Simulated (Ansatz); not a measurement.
Input:

Mg$_{2}$Sn (antifluorite type, space group Fm-3m)

```
CELL_PARAMETERS angstrom
      0.00000     3.37302     3.37302
      3.37302     0.00000     3.37302
      3.37302     3.37302     0.00000
ATOMIC_POSITIONS crystal
  Sn 0.00000 0.00000 0.00000
  Mg 0.25000 0.25000 0.25000
  Mg 0.75000 0.75000 0.75000
```

Equation-of-state scan: isotropic scaling of the cell above, V₀ being its volume. Symmetry pins the atoms to their sites.

The numbers are results of PBEsol (plane waves to 420 eV, PAW, scalar-relativistic; Ansatz, a first-principles code), not measurements. k mesh 12×12×12 (Γ-centred), Fermi-Dirac smearing 0.05 eV. E stands for the smeared free energy. Stress and pressure are positive under compression. At this level the bands of Mg2Sn touch or barely overlap; measurements give the solid a gap. Mg2Sn was relaxed with its symmetry unable to fall. ΔE is measured from the relaxed starting cell.

The scan covers V/V₀ from 0.940 to 1.060 in 11 points.

**Question.** What is ΔE at V/V₀ = 1.060?

**Answer.** 11 meV/atom.

**Question.** What pressure does the cell carry at V/V₀ = 0.940?

**Answer.** 3.1 GPa.

**Question.** What is ΔE at V/V₀ = 0.940?

**Answer.** 14 meV/atom.

(A scan under strain: stresses follow from slopes of the energy per volume, elastic moduli from its curvatures.)
